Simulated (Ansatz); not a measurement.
Data:

MgCu₂:
```cif
data_Cu16Mg8
_chemical_formula_sum 'Mg8 Cu16'
_space_group_name_H-M_alt 'Fd-3m :1'
_space_group_IT_number 227
_space_group_name_Hall 'F 4d 2 3 -1d'
_cell_length_a 6.84031
_cell_length_b 6.84031
_cell_length_c 6.84031
_cell_angle_alpha 90.000
_cell_angle_beta 90.000
_cell_angle_gamma 90.000
loop_
_atom_site_label
_atom_site_type_symbol
_atom_site_symmetry_multiplicity
_atom_site_Wyckoff_symbol
_atom_site_fract_x
_atom_site_fract_y
_atom_site_fract_z
_atom_site_occupancy
Mg1 Mg 8 a 0.00000 0.00000 0.00000 1
Cu1 Cu 16 d 0.62500 0.62500 0.62500 1
```
(The calculation used a cell of 6 atoms; values per cell refer to that cell.)

This is the LDA-relaxed structure.

### Question
All from LDA in the plane-wave PAW code Ansatz, unless another level is named. Give the formation energy from the elements (no fitted shifts).

### Answer
-0.14 eV/atom.

### Question
Next, the density of states at the Fermi level?

### Answer
0.42 states/eV per atom (mean over ±0.08 eV).

The workflow started from a Materials Project entry (that database holds measured and hypothetical structures alike); the Crystallography Open Database files this formula in space group No. 227, but the cells were not matched. Its standing as an ambient phase is unchecked. Symmetry was held in the LDA relaxation; of distortions, only those at the zone centre were tested. The run is not spin-polarised. The references are the lowest solids computed at this level, not always the standard phases.

Potentials: the later of the program's two PAW sets.
